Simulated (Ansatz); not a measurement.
Relaxed-ion elastic tensor of Al (fcc (Cu type), Fm-3m) in GPa (Voigt order), PBE+D3(BJ) in the plane-wave PAW code Ansatz; density 2.84 g/cm³, 15.79 Å³ per atom.

```tsv
	1	2	3	4	5	6
1	128	65.8	65.8	0.0	0.0	0.0
2	65.8	128	65.8	0.0	0.0	0.0
3	65.8	65.8	128	0.0	0.0	0.0
4	0.0	0.0	0.0	41.0	0.0	0.0
5	0.0	0.0	0.0	0.0	41.0	0.0
6	0.0	0.0	0.0	0.0	0.0	41.0
```

Is the crystal mechanically stable?

Yes: the smallest eigenvalue of C is 41.0 GPa.

Work out the Voigt, Reuss and Hill averages.

K_V = 86.7, K_R = 86.7, K_H = 86.7; G_V = 37.1, G_R = 36.5, G_H = 36.8 GPa.

Give Young's modulus, Poisson's ratio, Pugh's ratio and the universal anisotropy index.

E = 9KG/(3K + G) = 96.8 GPa; ν = 0.31; K/G = 2.35 (ductile by the Pugh limit of 1.75); A_U = 5G_V/G_R + K_V/K_R − 6 = 0.09.

Estimate the sound speeds and the Debye temperature.

v_l = √((K + 4G/3)/ρ) = 6920 m/s, v_t = √(G/ρ) = 3600 m/s, mean 4030 m/s; Θ = (h/k)(3n/4πV)^(1/3) v_m = 478 K.

Give the Zener ratio and Young's modulus along [100], [110] and [111].

A = 2C44/(C11 − C12) = 1.31; 1/E = S11 − 2(S11 − S12 − S44/2)Γ with Γ = 0, 1/4, 1/3 gives 83.8, 99.7, 106 GPa.

Solve the Christoffel equation for the three sound speeds along [100], [110], [111].

Eigenvalues of C_ijkl n_j n_l equal ρv². In km/s, slowest first: [100] 3.80, 3.80, 6.73; [110] 3.32, 3.80, 6.98; [111] 3.49, 3.49, 7.06.

Symmetry was held in the PBE+D3(BJ) relaxation. The pairwise dispersion correction was not fitted to metals. As this level gives no gap, shear constants depend on the k-mesh and smearing (Fermi–Dirac, 0.1 eV here).

Potentials: the later of the program's two PAW sets.
